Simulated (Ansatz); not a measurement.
BaH: zone-centre modes

The calculation used DFT PBE, scalar-relativistic, plane waves, PAW in Ansatz 0.2.0. Plane waves to 420 eV; Γ-centred k mesh 20×20×20; Fermi-Dirac smearing of 0.15 eV. No spin polarisation. Phonons by linear response, acoustic sum rule imposed.

Equilibrium structure at this level:
```
CELL_PARAMETERS angstrom
-2.05737 2.05737 2.90900
2.05737 -2.05737 2.90900
2.05737 2.05737 -2.90900
ATOMIC_POSITIONS crystal
Ba 0.00000 0.00000 0.00000
H 0.50000 0.50000 0.00000
```

The structure comes from a generated guess, relaxed at this level; another structure or a mixture of phases may lie lower. In a metal, frequencies depend on the k mesh and the smearing, soft modes most. Spin–orbit coupling is left out, which matters for heavy elements.

Question: Is this structure stable against zone-centre distortions?

Answer: Yes, at Γ: no optical mode is imaginary. Strains and other wave vectors aren't tested by this run.

Question: List the optical modes at Γ (i marks imaginary ones).

Answer:
```csv
frequency (cm⁻¹),degeneracy
515,2
516,1
```
